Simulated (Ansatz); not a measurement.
Ca3SnH2, first-principles data

Ca$_{3}$SnH$_{2}$:
```yaml
crystal:
  lattice:
    - [4.42535, -5.68325, 0.00000]
    - [4.42535, 5.68325, 0.00000]
    - [0.00000, 0.00000, 5.23336]
  atoms:
    - { symbol: Ca, position: [0.89069, 0.10931, 0.25000] }
    - { symbol: Ca, position: [0.10931, 0.89069, 0.75000] }
    - { symbol: Ca, position: [0.40814, 0.18614, 0.25000] }
    - { symbol: Ca, position: [0.59186, 0.81386, 0.75000] }
    - { symbol: Ca, position: [0.18614, 0.40814, 0.75000] }
    - { symbol: Ca, position: [0.81386, 0.59186, 0.25000] }
    - { symbol: Sn, position: [0.69329, 0.30671, 0.75000] }
    - { symbol: Sn, position: [0.30671, 0.69329, 0.25000] }
    - { symbol: H, position: [0.15164, 0.15164, 0.00000] }
    - { symbol: H, position: [0.84836, 0.84836, 0.00000] }
    - { symbol: H, position: [0.84836, 0.84836, 0.50000] }
    - { symbol: H, position: [0.15164, 0.15164, 0.50000] }
```

Space group Cmcm (No. 63); conventional cell a = 8.851 Å, b = 11.367 Å, c = 5.233 Å, α = 90.00°, β = 90.00°, γ = 90.00°.

Method: plane-wave PAW r²SCAN (Ansatz code). The cell and atoms are relaxed at this level. Other levels are named where they apply.

Cell and energy:

Volume per atom: 21.94 Å³
Density: 3.04 g/cm³
Formation energy from the elements (no fitted shifts): -0.75 eV/atom

Electronic structure:

Band gap: 0.39 eV (direct)
Valence-band maximum: at Γ
Conduction-band minimum: at Γ
Electron effective mass: 0.13, 0.62, 0.69 mₑ (principal values)
Electron effective mass with spin–orbit coupling: 0.13, 0.62, 0.69 mₑ (principal values)
Hole effective mass: 0.16, 1.4, 2.3 mₑ (principal values)
Hole effective mass with spin–orbit coupling: 0.17, 1.3, 1.4 mₑ (principal values)
Gap with spin–orbit coupling: 0.35 eV

Mechanics:

- Bulk modulus (Birch–Murnaghan fit): 37.6 GPa
- Pressure derivative B′: 3.9

Charges:

Bader charges: Ca +1.37 to +1.40, Sn -2.55, H -0.80 e

The first step of the workflow began from a Materials Project structure, measured or hypothetical; the Crystallography Open Database files this formula in space group No. 63, but the cells were not matched. Its standing as an ambient phase is unchecked. Symmetry was held in the r²SCAN relaxation; its stability against distortions is not shown here. The references are the lowest solids computed at this level, not always the standard phases (solids in place of the gases). Scalar-relativistic: spin–orbit coupling is off unless named, which matters more the heavier the elements.

Potentials: the later of the program's two PAW sets.
